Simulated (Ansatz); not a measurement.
Space group Pm-3m (No. 221). a = 4.310 Å, b = 4.310 Å, c = 4.310 Å, α = 90.00°, β = 90.00°, γ = 90.00°
```csv
atom,site,symmetry,x,y,z
Ti,1a,m-3m,0.0000,0.0000,0.0000
Ti,3c,4/mm.m,0.0000,0.5000,0.5000
C,3d,4/mm.m,0.5000,0.0000,0.0000
```

Equation of state of this Ti$_{4}$C$_{3}$ structure (not necessarily the ground state), with shape and atoms relaxed at each volume where symmetry leaves them free. It has no gap at any of these volumes. Method: DFT PBE, scalar-relativistic, plane waves, PAW in Ansatz 0.2.0.

Plane waves to 420 eV, a k mesh through Γ of 10×10×10 on the computed 7-atom cell and Gaussian smearing (0.10 eV); no spin polarisation.

| V (Å³/atom) | E − E(largest V) (meV/atom) | P (GPa) |
| --- | --- | --- |
| 10.067 | 71.82 | 35.88 |
| 10.411 | 7.16 | 24.78 |
| 10.754 | -35.42 | 15.24 |
| 11.097 | -59.05 | 7.04 |
| 11.440 | -66.36 | -0.02 |
| 11.783 | -59.66 | -6.08 |
| 12.127 | -40.90 | -11.30 |
| 12.584 | 0.00 | -17.13 |

Task: Fit a third-order Birch–Murnaghan equation, E = E0 + (9V0B0/16)·[(x − 1)³B0' + (x − 1)²(6 − 4x)] with x = (V0/V)^(2/3), to E(V).

Result: V0 = 11.44 Å³/atom, B0 = 218 GPa, B0' = 4.0.

The cell was found from a structure generator's guess, not taken from experiment.
